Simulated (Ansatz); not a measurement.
Profile along the N–Y line in YN (rock salt)

YN (rock salt), conventional cell a = 4.856 Å, b = 4.856 Å, c = 4.856 Å, α = 90.00°, β = 90.00°, γ = 90.00°. The calculation uses the primitive cell of 2 atoms, to which meshes and values per cell refer.

Fields along a shortest N–Y line of a {100} plane (2.43 Å), from N to Y, interpolated on the slice's grid (step about 0.1 Å). Level of theory: PBEsol (plane waves to 420 eV, PAW, scalar-relativistic; Ansatz, a first-principles code). k mesh 12×12×12. Near the nuclei the fields are pseudised (PAW); where an atom keeps semicore shells as valence, they peak there. YN is run without spin polarisation. YN was relaxed with its symmetry unable to fall.

```
distance from N (Å)  valence electron density (e/Å³)  electron localisation function
-------------------  -------------------------------  ------------------------------
0.00                                            3.48                               x
0.12                                            3.53                               x
0.24                                            3.49                               x
0.36                                            3.07                               x
0.49                                            2.31                               x
0.61                                            1.55                            0.81
0.73                                            1.01                            0.81
0.85                                            0.68                            0.73
0.97                                            0.47                            0.53
1.09                                            0.37                            0.28
1.22                                            0.36                            0.16
1.34                                            0.44                            0.20
1.46                                            0.67                            0.44
1.58                                            1.13                            0.72
1.70                                            1.81                            0.84
1.82                                            2.64                            0.86
1.94                                            3.37                               x
2.07                                            3.72                               x
2.19                                            3.62                               x
2.31                                            3.29                               x
2.43                                            3.11                               x
```

x: too close to a nucleus for the ELF to mean much.

Density on the N–Y line (2.43 Å) at its density minimum, 1.2 Å from N: 0.35 e/Å³. ELF at that point: 0.2.
